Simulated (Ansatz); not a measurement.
LaC (rock salt, space group No. 225), a = b = c = 5.440 Å, α = β = γ = 90.00°; the cell used has 2 atoms.

Relaxed with r²SCAN.

Q: Which orbitals make up the states near the Fermi level in r²SCAN (plane waves, PAW; program Ansatz)?

A: Within 0.5 eV of the Fermi level: C 2p 61 %, La 5d 27 %, La 4f 5 %, La 5p 5 %. Projections are on Löwdin-orthogonalised atomic valence shells; empty p or d shells of many metals are not among them.

Q: Tabulate the density of states.

A: States/eV per cell of 2 atoms, in 0.25 eV bins, energy from the Fermi level.

```csv
E (eV),total,La 4f,C 2p,La 5d
-7.85,1.29,0.02,0.00,0.15
-7.60,0.56,0.01,0.00,0.04
-7.35,0.18,0.00,0.00,0.01
-7.10,0.00,0.00,0.00,0.00
-6.85,0.00,0.00,0.00,0.00
-6.60,0.00,0.00,0.00,0.00
-6.35,0.00,0.00,0.00,0.00
-6.10,0.00,0.00,0.00,0.00
-5.85,0.00,0.00,0.00,0.00
-5.60,0.00,0.00,0.00,0.00
-5.35,0.00,0.00,0.00,0.00
-5.10,0.00,0.00,0.00,0.00
-4.85,0.00,0.00,0.00,0.00
-4.60,0.00,0.00,0.00,0.00
-4.35,0.00,0.00,0.00,0.00
-4.10,0.00,0.00,0.00,0.00
-3.85,0.00,0.00,0.00,0.00
-3.60,0.00,0.00,0.00,0.00
-3.35,0.00,0.00,0.00,0.00
-3.10,0.00,0.00,0.00,0.00
-2.85,0.00,0.00,0.00,0.00
-2.60,0.08,0.00,0.04,0.03
-2.35,0.35,0.00,0.16,0.13
-2.10,0.73,0.01,0.35,0.25
-1.85,1.33,0.03,0.68,0.41
-1.60,1.53,0.04,0.83,0.44
-1.35,2.17,0.05,1.24,0.68
-1.10,2.73,0.07,1.61,0.90
-0.85,2.41,0.08,1.45,0.74
-0.60,2.39,0.09,1.45,0.69
-0.35,2.72,0.12,1.64,0.76
-0.10,4.01,0.18,2.33,1.21
0.15,2.49,0.17,1.53,0.62
0.40,0.95,0.08,0.67,0.12
0.65,0.15,0.02,0.11,0.01
0.90,0.18,0.02,0.07,0.08
1.15,0.29,0.04,0.08,0.16
1.40,0.39,0.06,0.09,0.23
1.65,0.49,0.09,0.09,0.30
1.90,0.61,0.13,0.09,0.37
2.15,0.75,0.20,0.10,0.44
2.40,0.99,0.32,0.11,0.54
2.65,1.21,0.48,0.11,0.59
2.90,1.17,0.55,0.10,0.48
3.15,1.41,0.71,0.07,0.59
3.40,1.87,1.11,0.05,0.65
3.65,3.18,2.36,0.05,0.72
3.90,9.15,8.45,0.02,0.54
4.15,12.06,11.51,0.07,0.41
4.40,18.64,18.00,0.09,0.50
```

Space group Fm-3m (rock salt). The start of the workflow was typed in or built on a structure type; neither database checked (COD, Materials Project) lists it. Whether it is the stable phase at ambient conditions was not checked. The cell was relaxed with r²SCAN under the symmetry of its start. At this level the phase is mechanically unstable. Its formation energy is positive at this level, so the cell may be metastable or incomplete. Scalar-relativistic: spin–orbit coupling is off unless named, which matters more the heavier the elements.

Potentials: the later of the program's two PAW sets.
